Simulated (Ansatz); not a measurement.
The elements of this relaxed trial crystal are hidden behind letters.

```
lattice vectors (Å)
   3.3046    0.0000    0.0000
  -1.6523    2.8619    0.0000
   0.0000    0.0000    7.9324
fractional positions
X 0.0000 0.0000 0.0000
X 0.3333 0.6667 0.6783
X 0.6667 0.3333 0.3217
Z 0.3333 0.6667 0.1739
Z 0.6667 0.3333 0.8261
```

Level of theory: DFT PBE, scalar-relativistic, plane waves, PAW (Ansatz). Settings of the last relaxation (5-atom cell): 420 eV, 12×12×6 k points, Gaussian smearing of 0.10 eV, no spin polarisation.

```
Space group                                : P-3m1 (No. 164)
Conventional cell                          : a = 3.305 Å, c = 7.932 Å
Volume per atom                            : 15.00 Å³
Density                                    : 12.38 g/cm³
Energy over the elements                   : −0.76 eV/atom
Gap on the 12×12×6 mesh of the 5-atom cell : 0 eV (a metal)
```

Energies are uncorrected and count from the elements' standard states at the same level.

Q: X is a d-block element of period 6 and Z is a p-block element of period 2. Which elements are they?

A: X = Hf, Z = C, so the formula is Hf3C2. Density times volume gives a mean mass of 12.38 × 15.00/1.6605 = 111.8 u per atom, and this set has 111.9 u. Among the elements that the hints allow, noble gases aside, only these give it. Around Hf on a site of symmetry -3m lie 6 C at 2.35 Å and 12 Hf at 3.19–3.30 Å; Hf on a site of symmetry 3m is surrounded by 3 C at 2.24 Å and 9 Hf at 3.19–3.30 Å; around C lie 6 Hf at 2.24–2.35 Å.

These runs have no spin–orbit coupling, which can matter for Hf. Symmetry constrained the relaxation, so the result can be a saddle point.
